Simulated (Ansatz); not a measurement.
**Magnetic orders of TeW**

The calculation used DFT r2SCAN, scalar-relativistic, plane waves, PAW in Ansatz.

```
W Te
1.0
     4.41264    0.00000    0.00000
    -2.20632    3.82146    0.00000
     0.00000    0.00000    5.18657
W Te
2 2
Direct
  0.00000 0.00000 0.00000
  0.00000 0.00000 0.50000
  0.33333 0.66667 0.25000
  0.66667 0.33333 0.75000
```

```json
{"plane-wave cutoff": "500 eV", "Γ-centred k-mesh": "12×12×8", "occupation rule": "Gaussian smearing, 0.1 eV", "list of starting moments (μB, in atom order)": "2.5 2.5 0 0", "check for lower electronic states after the SCF": "off"}
```

All runs keep this geometry, which isn't relaxed for the lowest state (largest force there 0.000 eV/Å, pressure -1.8 GPa) and needn't be a stable compound; relaxing each order can shift differences of a few meV. r2SCAN tends to overstate moments in metals, so a weak moment here may be absent in the real material. Site moments are spin moments in atom-centred spheres that scale with the neighbour distance. The states are those that the runs reached from these starts; a lower one can exist. No antiferromagnetic start is among these.

```
                          start ends energy above lowest (meV/atom) site moments (μB) gap on mesh (eV) P (GPa)
                        no spin non-magnetic                            1.22     none over 0.05             metal     -2.0
large parallel starting moments ferromagnetic                            0.00       W +0.18 (×2) metal     -1.8
```

Cost: 2 runs of about 5 core-minutes in all, on Arm Neoverse V1 (shared hosts).